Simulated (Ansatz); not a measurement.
Ta, DFT, PBEsol, all-electron LAPW, scalar-relativistic (Ansatz 0.2.0), run on 1 thread of Arm Neoverse V2 on a shared host.

The cell comes from COD entry 1541266, which wasn't checked; take it as a given geometry. The listed cell was then made from it by scaling, straining or moving an atom.

Command: `ansatz run input.yaml --threads 1 --pin off --max-ram 3072MiB --backend cpu --events-out ev --progress --plain --runs-dir out`

```yaml
crystal:
  lattice:
    - [-1.65128, 1.65128, 1.7008184]
    - [1.65128, -1.65128, 1.7008184]
    - [1.65128, 1.65128, -1.7008184]
  atoms:
    - { symbol: Ta, position: [0.0, 0.0, 0.0] }
kpoints:
  mp_grid: { grid: [17, 17, 17] }
  band_path:
    path:
      - [0.0, 0.0, 0.0]
      - [0.0, 0.0, 0.5]
      - [0.25, 0.25, 0.25]
      - [0.0, 0.5, 0.0]
      - [0.0, 0.0, 0.0]
      - [0.5, 0.5, -0.5]
      - [0.4856489773, 0.5143510227, -0.4856489773]
      - [-0.4856489773, 0.4856489773, 0.4856489773]
      - [0.0, 0.0, 0.0]
    npoints: 5
scf:
  occupations: { method: fermi_dirac, width: 0.08 }
hamiltonian:
  xc: pbesol
  pseudopotentials: { kind: all_electron, lapw: { basis_error: 0.0005 } }
output:
  forces: true
  stress: true
  eigenvalues: true
```

Task: How large is the problem that the program sets up?

Result: 405 irreducible k-points, 193 plane waves at Γ, 26 bands.

Task: About how long does it take, and how much memory does it use?

Result: 57 s of wall time for 8 SCF iterations, with a peak of 0.68 GiB. Times on shared machines scatter by tens of per cent.
